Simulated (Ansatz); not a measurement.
**GeCl₃: start and end of a relaxation**

A trial structure of GeCl₃ was built thus: random cell by space group and Wyckoff sites (Im-3m, No. 229). Lengths were set from tabulated atomic sizes, so they are only a guess.

start.cif

```cif
data_structure
_symmetry_space_group_name_H-M 'Im-3m'
_symmetry_Int_Tables_number 229
_cell_length_a 6.3365
_cell_length_b 6.3365
_cell_length_c 6.3365
_cell_angle_alpha 90.000
_cell_angle_beta 90.000
_cell_angle_gamma 90.000
_cell_volume 254.42
loop_
_atom_site_label
_atom_site_type_symbol
_atom_site_symmetry_multiplicity
_atom_site_Wyckoff_symbol
_atom_site_fract_x
_atom_site_fract_y
_atom_site_fract_z
_atom_site_occupancy
Ge1 Ge 2 a 0.00000 0.00000 0.00000 1
Cl1 Cl 6 b 0.50000 0.00000 0.00000 1
```

The calculation used DFT PBE, scalar-relativistic, plane waves, PAW (Ansatz 0.2.0). Cutoff 420 eV, Gaussian smearing, Γ-centred meshes. Cell and atoms relax first on a coarse mesh and then on a finer one. In between, the cell is made exact in the group found at 0.06 Å. In metals the finer mesh still leaves noise of several meV/atom or more. The steps can't lower the symmetry of their start. No spin polarisation.

end.cif

```cif
data_structure
_symmetry_space_group_name_H-M 'Im-3m'
_symmetry_Int_Tables_number 229
_cell_length_a 5.7956
_cell_length_b 5.7956
_cell_length_c 5.7956
_cell_angle_alpha 90.000
_cell_angle_beta 90.000
_cell_angle_gamma 90.000
_cell_volume 194.67
loop_
_atom_site_label
_atom_site_type_symbol
_atom_site_symmetry_multiplicity
_atom_site_Wyckoff_symbol
_atom_site_fract_x
_atom_site_fract_y
_atom_site_fract_z
_atom_site_occupancy
Ge1 Ge 2 a 0.00000 0.00000 0.00000 1
Cl1 Cl 6 b 0.50000 0.00000 0.00000 1
```

The symmetry stays Im-3m (No. 229). The volume per atom shrinks by 23.5 %, from 31.8 to 24.3 Å³. The shortest distance goes from 3.17 Å (Ge–Cl and Cl–Cl) to 2.90 Å (Ge–Cl and Cl–Cl). The energy falls by about 0.16 eV/atom (the start's value is from the coarse mesh).

```yaml
Volume_per_atom: 24.33 Å³
Density: 3.05 g/cm³
Energy_over_the_elements: −0.07 eV/atom
Gap_on_the_12×12×12_mesh_of_the_4-atom_cell: 0 eV (a metal)
```

The zero of energy is the elements' standard structures at the same level (Cl₂ as a molecule); no fitted shifts are applied.

The last run used Gaussian smearing of 0.10 eV. An odd number of electrons in the primitive cell allows no gap without spin; a larger cell or a magnetic state could open one. The cell is a metal run without spin; a magnetic state may lie lower. A structure relaxed within its symmetry needn't be a true minimum. In all, the 3 runs took 28 s on 1 thread of Arm Neoverse V2, with other jobs on the host. Another cell of GeCl3 relaxed alike, in Pm-3m, lies 0.56 eV/atom lower, so this cell isn't the stable form at this level.
